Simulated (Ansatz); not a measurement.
Total density of states per atom from DFT-PBE in the program Ansatz with PAW potentials, in 0.25 eV bins, energy from the Fermi level:

(E (eV), states/eV/atom): (-6.70, 0.00); (-6.45, 0.05); (-6.20, 0.19); (-5.95, 0.26); (-5.70, 0.32); (-5.45, 0.46); (-5.20, 1.03); (-4.95, 0.36); (-4.70, 0.00); (-4.45, 0.00); (-4.20, 0.00); (-3.95, 0.00); (-3.70, 0.00); (-3.45, 0.02); (-3.20, 0.06); (-2.95, 0.10); (-2.70, 0.15); (-2.45, 0.50); (-2.20, 0.69); (-1.95, 0.73); (-1.70, 0.45); (-1.45, 0.45); (-1.20, 0.76); (-0.95, 0.65); (-0.70, 0.74); (-0.45, 1.76); (-0.20, 1.46); (0.05, 2.17); (0.30, 0.62); (0.55, 0.80); (0.80, 0.56); (1.05, 0.79); (1.30, 1.04); (1.55, 0.84); (1.80, 0.43); (2.05, 0.51); (2.30, 0.70); (2.55, 0.68); (2.80, 0.65); (3.05, 0.68); (3.30, 0.74); (3.55, 1.02); (3.80, 0.95); (4.05, 0.94); (4.30, 1.27); (4.55, 1.30)

### Question
Which compound is it?
A) CoPdN2, R-3m (Co on 3b, Pd on 3a, N on 6c)
B) BP, zinc blende
C) Y2B, R-3m (Y on 6c, B on 3a)
D) BAs, CsCl type

### Answer
C, Y2B, R-3m (Y on 6c, B on 3a). Within 0.5 eV of the Fermi level: Y 4d 62 %, B 2p 27 %, Y 5s 5 %. Projections are on Löwdin-orthogonalised atomic valence shells; empty p or d shells of many metals are not among them.

The start of the workflow was typed in or built on a structure type; neither database checked (COD, Materials Project) lists it. Its standing as an ambient phase is unchecked. Symmetry was held in the PBE relaxation; whether a distortion lowers the energy is not shown. The run is not spin-polarised. Spin–orbit coupling is left out wherever it is not named.

Potentials: the earlier of the program's two PAW sets.
